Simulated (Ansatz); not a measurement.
What does Ansatz print for the nuclei with this input?

The cell is a computed structure from the Materials Project (it need not be an observed phase).

```yaml
crystal:
  lattice:
    - [3.26420559, -2.057471755, 0.0]
    - [3.26420559, 2.057471755, 0.0]
    - [0.0, 0.0, 8.40239547]
  atoms:
    - { symbol: Cl, position: [0.88547531, 0.11452469, 0.60475299] }
    - { symbol: Cl, position: [0.11452469, 0.88547531, 0.39524701] }
    - { symbol: Cl, position: [0.61452469, 0.38547531, 0.10475299] }
    - { symbol: Cl, position: [0.38547531, 0.61452469, 0.89524701] }
kpoints:
  mp_grid: { grid: [9, 9, 4] }
scf:
  occupations: { method: fermi_dirac, width: 0.05 }
hamiltonian:
  xc: pbe
  pseudopotentials: { kind: paw }
output:
  forces: true
  stress: true
  populations: true
  efg:
    quadrupole_moments_barn: { Cl: -0.08112 }
    contact_densities: true
```

```sh
ansatz run input.yaml --threads 1 --pin off --max-ram 3072MiB --backend cpu --events-out ev --progress --plain --runs-dir out
```

Of the output, the block on the nuclei alone is shown; the set-up, the SCF iterations, energies, forces and stress are cut.

```
--- PAW observables at the nuclei: V_zz in 10²¹ V/m², potentials from the cell's mean, atoms counted from 1 ---
  atom   1  Cl V_zz =   +53.830154   η = 0.0753   by run symmetry: allowed   C_q = -105.5864 MHz
            electrostatic potential = -1769.957529 V   contact ρ = 24101.560959 e/Å³
  atom   2  Cl V_zz =   +53.830154   η = 0.0753   by run symmetry: allowed   C_q = -105.5864 MHz
            electrostatic potential = -1769.957529 V   contact ρ = 24101.560959 e/Å³
  atom   3  Cl V_zz =   +53.830154   η = 0.0753   by run symmetry: allowed   C_q = -105.5864 MHz
            electrostatic potential = -1769.957529 V   contact ρ = 24101.560959 e/Å³
  atom   4  Cl V_zz =   +53.830154   η = 0.0753   by run symmetry: allowed   C_q = -105.5864 MHz
            electrostatic potential = -1769.957529 V   contact ρ = 24101.560959 e/Å³
```

Hardware: 1 thread of Arm Neoverse V1 (aarch64; 28 cores open to the job, memory cap 3.0 GiB, no GPU), a shared host with a load of 0.8 a core. Wall time 10 s, CPU time 10 s, peak memory 0.41 GiB.

The largest force is 0.5 eV/Å, so the atoms aren't at the calculated equilibrium and relaxing them would move these values.
